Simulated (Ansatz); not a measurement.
ZrB2:
```
CELL_PARAMETERS angstrom
      3.17107     0.00000     0.00000
     -1.58553     2.74623     0.00000
      0.00000     0.00000     3.54225
ATOMIC_POSITIONS crystal
  Zr 0.00000 0.00000 0.00000
  B  0.33333 0.66667 0.50000
  B  0.66667 0.33333 0.50000
```

Relaxed with PBE. Special points in fractions of this cell's reciprocal vectors: Γ (0.000, 0.000, 0.000); M (0.500, 0.000, 0.000); K (0.333, 0.333, 0.000); A (0.000, 0.000, 0.500); L (0.500, 0.000, 0.500); H (0.333, 0.333, 0.500).

### Question
List the band energies nearest the Fermi level at these points for PBE with spin–orbit coupling in the plane-wave PAW code Ansatz.

### Answer
In eV from the Fermi level; about four levels below and three above (degenerate sets whole), none deeper than 8.9 eV; points with the same levels are listed once.

```json
[
 {"k": "Γ", "below": "-2.52 -2.52 -2.30 -2.30", "above": "3.41 3.41 3.48 3.48"},
 {"k": "M", "below": "-2.99 -2.99 -2.61 -2.61", "above": "2.28 2.28 2.36 2.36"},
 {"k": "K", "below": "-2.40 -2.40 -2.38 -2.38", "above": "1.59 1.59 1.64 1.64"},
 {"k": "A", "below": "-0.89 -0.89 -0.89 -0.89", "above": "0.39 0.39 0.43 0.43"},
 {"k": "L", "below": "-4.05 -4.05 -1.95 -1.95", "above": "3.76 3.76 4.13 4.13"},
 {"k": "H", "below": "-2.66 -2.66 -2.55 -2.55", "above": "4.11 4.11 6.01 6.01"}
]
```

Space group P6/mmm. The cell was relaxed with PBE under the symmetry of its start; phonons on a q-mesh show no instability. The run is not spin-polarised.

Potentials: the later of the program's two PAW sets.
